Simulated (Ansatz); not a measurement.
Data:

ZnSe:
```cif
data_SeZn
_chemical_formula_sum 'Zn1 Se1'
_space_group_name_H-M_alt 'P 1'
_space_group_IT_number 1
_cell_length_a 4.00646
_cell_length_b 4.00646
_cell_length_c 4.00646
_cell_angle_alpha 60.000
_cell_angle_beta 60.000
_cell_angle_gamma 60.000
loop_
_space_group_symop_operation_xyz
  'x, y, z'
loop_
_atom_site_label
_atom_site_type_symbol
_atom_site_fract_x
_atom_site_fract_y
_atom_site_fract_z
_atom_site_occupancy
Zn1 Zn 0.00000 0.00000 0.00000 1
Se1 Se 0.25000 0.25000 0.25000 1
```

This is the r²SCAN-relaxed structure.

Task: All from r²SCAN in the plane-wave PAW code Ansatz, unless another level is named. Give the formation energy from the elements (no fitted shifts).

Result: -0.85 eV/atom.

Task: What about the band gap?

Result: 1.86 eV (direct).

Task: What about the valence-band maximum?

Result: at Γ.

Space group F-43m (zinc blende). The r²SCAN relaxation kept the symmetry of its start. The references are the lowest solids computed at this level, not always the standard phases. Spin–orbit coupling is left out wherever it is not named.

Potentials: the earlier of the program's two PAW sets.
